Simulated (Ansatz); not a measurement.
A relaxed cell of Sb (R-3m (No. 166)), relaxed on a k-mesh at least as fine as the one used below. All values below come from PBEsol (plane waves to 420 eV, PAW, scalar-relativistic; Ansatz, a first-principles code). Γ-centred k-mesh 9×5×9 on the run's cell (coarser than for final values), Fermi–Dirac smearing 0.05 eV.

```xyz
4
Lattice="3.7433 -2.1601 0.0000 7.4867 4.3202 0.0000 -2.4984 0.0000 3.6857" Properties=species:S:1:pos:R:3 pbc="T T T"
Sb     1.2455     0.0000     1.0775
Sb     4.9889     2.1601     1.0775
Sb     3.7427     0.0000     2.6082
Sb     7.4861     2.1601     2.6082
```

The atoms are displaced by (Å):

```
atom      ux      uy      uz
----  ------  ------  ------
Sb1    0.036  -0.013   0.046
Sb2    0.012  -0.077  -0.053
Sb3    0.040  -0.073  -0.093
Sb4   -0.045  -0.063  -0.115
```

Question: What forces (eV/Å) and pressure result?

Answer: 
```csv
atom,Fx,Fy,Fz
Sb1,-0.03,-0.45,-0.74
Sb2,-0.09,0.28,-0.26
Sb3,-0.18,0.22,0.61
Sb4,0.30,-0.05,0.39
```

Pressure +1.5 GPa.

No spin polarisation in the result.

The run that gave the undisplaced cell could not lose the symmetry of its start; a randomly shaken copy of 4 atoms returns to this structure.
